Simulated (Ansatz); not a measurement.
## Vibrational response of Pd3PtS8

The calculation used Ansatz 0.2.0, DFT PBE, scalar-relativistic, plane waves, PAW. Settings: 420 eV plane-wave cutoff, Γ-centred 6×6×4 mesh, fixed occupations. No spin polarisation. Phonons by linear response, acoustic sum rule imposed.

The cell, relaxed at this level:
```
CELL_PARAMETERS angstrom
7.12126 0.00000 0.00000
-3.56063 6.16719 0.00000
0.00000 0.00000 6.41423
ATOMIC_POSITIONS crystal
Pd 0.50000 0.50000 0.00000
Pd 0.50000 0.00000 0.00000
Pd 0.00000 0.50000 0.00000
Pt 0.00000 0.00000 0.00000
S 0.83369 0.66738 0.80717
S 0.83369 0.16631 0.80717
S 0.33333 0.66667 0.80713
S 0.33262 0.16631 0.80717
S 0.66738 0.83369 0.19283
S 0.66667 0.33333 0.19287
S 0.16631 0.83369 0.19283
S 0.16631 0.33262 0.19283
```

The cell was found from a structure generator's guess, not taken from experiment. Spin–orbit coupling is left out, which matters for heavy elements. No dispersion correction is applied, so modes and constants that involve weak contacts between layers, chains or molecules come out too soft.

Optical modes at Γ (transverse, no macroscopic field):
```csv
frequency (cm⁻¹),degeneracy,IR intensity of the level ((D/Å)²/amu)
103,1,0.00
116,2,0.00
127,2,0.09
148,1,0.00
210,2,0.12
213,1,0.00
243,1,0.00
246,2,0.00
250,1,0.00
257,2,0.00
275,2,0.00
295,1,0.00
295,2,0.31
299,1,0.00
300,1,0.00
304,2,2.26
305,2,0.00
307,2,37.24
311,1,0.00
319,2,0.13
327,1,0.00
331,1,0.00
```

All 33 optical modes at Γ are real: no displacement of atoms at fixed cell lowers the energy to second order. Strains and modes at other wave vectors aren't tested by this run.

* Electronic dielectric constant ε∞ (principal values): 4.04, 16.60, 16.60
* Static dielectric constant ε0 (principal values): 4.0, 18.2, 18.2
* Refractive index √ε∞, mean: 3.52
* Kohn–Sham gap on the mesh: 0.97 eV
* Cost: 6.7 min on 4 threads of Intel(R) Xeon(R) 6975P-C (Granite Rapids), with other jobs on the host, peak memory 5.7 GiB

Born effective charges (e):
| atom | Z*xx | Z*yy | Z*zz | mean |
| --- | --- | --- | --- | --- |
| Pd (atom 1) | 3.03 | 2.99 | 0.00 | 2.01 |
| Pt (atom 4) | 2.97 | 2.97 | 0.14 | 2.03 |
| S (atom 5) | -1.66 | -1.31 | -0.02 | -1.00 |
| S (atom 7) | -1.56 | -1.56 | 0.00 | -1.04 |

The modes are given without the long-range field that lifts LO modes in polar crystals.
